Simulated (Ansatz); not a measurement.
The calculation used Ansatz, DFT PBE, scalar-relativistic, plane waves, PAW. Settings: cutoff 420 eV, Γ-centred meshes spaced at most about 0.3 Å⁻¹, and about 0.25 Å⁻¹ or finer for metals (2π included), Gaussian smearing. No spin polarisation in the final relaxations.

Temperature and zero-point effects are left out. All come from trial cells, and lower structures may exist.

Question: These unrelaxed guesses for Ga2SiS are each relaxed within their symmetry. Order them by the energy at which they end, lowest first.
A.

```xyz
4
Lattice="4.0527 0.0000 0.0000 0.0000 4.0527 0.0000 0.0000 0.0000 5.6699" Properties=species:S:1:pos:R:3 pbc="T T T"
Ga    0.0000    2.0264    1.2610
Ga    2.0264    0.0000    4.4089
Si    0.0000    0.0000    0.0000
S     2.0264    2.0264    2.8349
```

B.

```xyz
4
Lattice="3.7430 0.0000 0.0000 -1.8715 3.2415 0.0000 0.0000 0.0000 5.1517" Properties=species:S:1:pos:R:3 pbc="T T T"
Ga    1.8715    1.0805    1.2175
Ga    1.8715    1.0805    3.9342
Si    0.0000    0.0000    2.5759
S     0.0000    2.1610    0.0000
```

C.

```xyz
4
Lattice="3.9238 0.0000 0.0000 0.0000 3.9238 0.0000 0.0000 0.0000 5.5051" Properties=species:S:1:pos:R:3 pbc="T T T"
Ga    1.9619    0.0000    0.0396
Ga    0.0000    1.9619    0.0396
Si    0.0000    0.0000    2.1705
S     1.9619    1.9619    1.2297
```

D.

```xyz
4
Lattice="2.5634 -3.0770 0.0000 2.5634 3.0770 0.0000 0.0000 0.0000 5.9474" Properties=species:S:1:pos:R:3 pbc="T T T"
Ga    0.0000    0.0000    2.9737
Ga    2.5634    0.0000    2.9737
Si    0.0000    0.0000    0.0000
S     2.5634    0.0000    0.0000
```

Answer: A (ends in P-4m2, 0 meV/atom), B (ends in P-6m2, 258 meV/atom), D (ends in P4/mmm, 278 meV/atom), C (ends in P4/mmm, 0.47 eV/atom).

Cells relaxed within their symmetry can be saddle points. Some types were kept out of the candidates beforehand, so the set may lack a known form.
